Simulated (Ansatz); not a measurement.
**Convergence of In3Se with the plane-wave cutoff**

Theory: DFT PBEsol, scalar-relativistic, plane waves, PAW in Ansatz 0.2.0.

```yaml
crystal:
  lattice:
    - [4.80376, 0.00000, 0.00000]
    - [0.00000, 4.80376, 0.00000]
    - [0.00000, 0.00000, 4.80376]
  atoms:
    - { symbol: In, position: [0.00000, 0.50000, 0.50000] }
    - { symbol: In, position: [0.50000, 0.00000, 0.50000] }
    - { symbol: In, position: [0.50000, 0.50000, 0.00000] }
    - { symbol: Se, position: [0.00000, 0.00000, 0.00000] }
```

```json
{"Γ-centred k-mesh": "10×10×10", "occupation rule": "Gaussian smearing, 0.1 eV", "spin treatment": "unpolarised", "valence charge of the PAW sets": "In 13, Se 16"}
```

The atoms are held and the plane-wave cutoff is swept. Energies are extrapolated to zero smearing and count from the reference run, 850 eV. The cell isn't necessarily relaxed at this level. Pressure is positive in compression and holds a correction for the finite cutoff (Pulay stress).

Times are rough; the reference took 26 s on 1 thread of Arm Neoverse V2, with other jobs on the host, peak memory 0.72 GiB.

| cutoff (eV) | ΔE (meV/atom) | P (GPa) | plane waves at Γ | wall time (s) |
| --- | --- | --- | --- | --- |
| 150 | ? | ? | ? | ? |
| 200 | 6668 | -5.79 | 739 | 3.8 |
| 250 | ? | ? | ? | ? |
| 300 | ? | ? | ? | ? |
| 350 | 2.53 | -2.98 | 1647 | 7.6 |
| 380 | 1.58 | -2.98 | 1863 | 8.5 |
| 420 | 1.05 | -2.99 | 2109 | 15 |
| 460 | 0.47 | -2.99 | 2517 | 12 |
| 520 | 0.26 | -2.99 | 2945 | 14 |
| 600 | ? | ? | ? | ? |
| 700 | 0.03 | -2.99 | 4697 | 21 |
| 850 | 0.00 | -2.99 | 6235 | 26 |

**Question.** Fill in the withheld rows.

**Answer.** The withheld rows:

| cutoff (eV) | ΔE (meV/atom) | P (GPa) | plane waves at Γ | wall time (s) |
| --- | --- | --- | --- | --- |
| 150 | 44432 | -27.96 | 461 | 2.9 |
| 250 | 770 | -3.33 | 1021 | 5.1 |
| 300 | 55.1 | -2.91 | 1357 | 7 |
| 600 | 0.13 | -2.99 | 3743 | 17 |